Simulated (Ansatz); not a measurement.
# CaIn$_{2}$As$_{2}$: reading a single point

```
In As Ca
1.0
     6.50648    0.27562    0.66870
    -1.47629    6.92028   -0.38934
    -1.67631   -0.55305    6.23730
In As Ca
4 4 2
Cartesian
  -0.2289 5.8630 4.2554
  3.4690 3.7349 2.4097
  -1.6611 3.1591 4.4591
  0.4318 3.6353 2.2678
  2.1708 1.2334 3.1184
  3.9055 1.1425 0.6779
  2.5162 5.1702 4.8317
  -1.1881 5.1947 0.4391
  0.7784 1.2281 0.1103
  5.2726 0.5502 3.4936
```

Method: revPBE, no spin polarisation; PAW, plane waves to 420 eV, 3×3×3 (shifted by 0, 0.5, 0 steps) mesh, gaussian occupations (width 0.1946 eV) (Ansatz 0.2.0), atoms fixed.

Is there a gap?

It is a metal, with about 5.6 states/eV a cell as the mean within 0.25 eV of the Fermi level, mostly As p (47 %) and In p (30 %).

What do density and ELF say about some of the short contacts?

As–As at 2.77 Å: least valence density 0.31 e/Å³ and ELF 0.55 there. In–As at 2.85 Å: least valence density 0.28 e/Å³ and ELF 0.42 there. In–In at 3.04 Å: least valence density 0.20 e/Å³ and ELF 0.39 there. These are pseudo-fields; inside the PAW spheres they differ from the all-electron ones.

What is the formation energy?

-0.09 eV an atom against the elements' usual phases (free molecules for gases, crystals otherwise, with no correction for O₂ or N₂), so it is bound against them; other compounds may still compete. Relaxing would lower it.

Which element gives electrons and which takes them?

Bader charges in e: Ca +1.33, In -0.09 to +0.38, As -0.83 to -0.70. In the mean Ca gives up most and As takes most.

Where is the largest force?

The largest is on As6: 0.93 eV/Å, components (-0.41, 0.24, 0.80). It makes 131° with the line to a nearest neighbour, In1 at 2.97 Å.

Is the cell too large or too small?

The pressure is -0.5 GPa (compression positive), so with the atoms held at these fractions the cell would first shrink; the forces are large, so a full relaxation may end otherwise. The principal stresses -2.2, -0.5, 1.1 GPa differ, so its shape would change too.

Origin: a disordered cell, so it need not be a known compound. Caveats: the k mesh is coarse if the cell is a metal; wide smearing; forces of this functional can be a tenth off on these datasets.
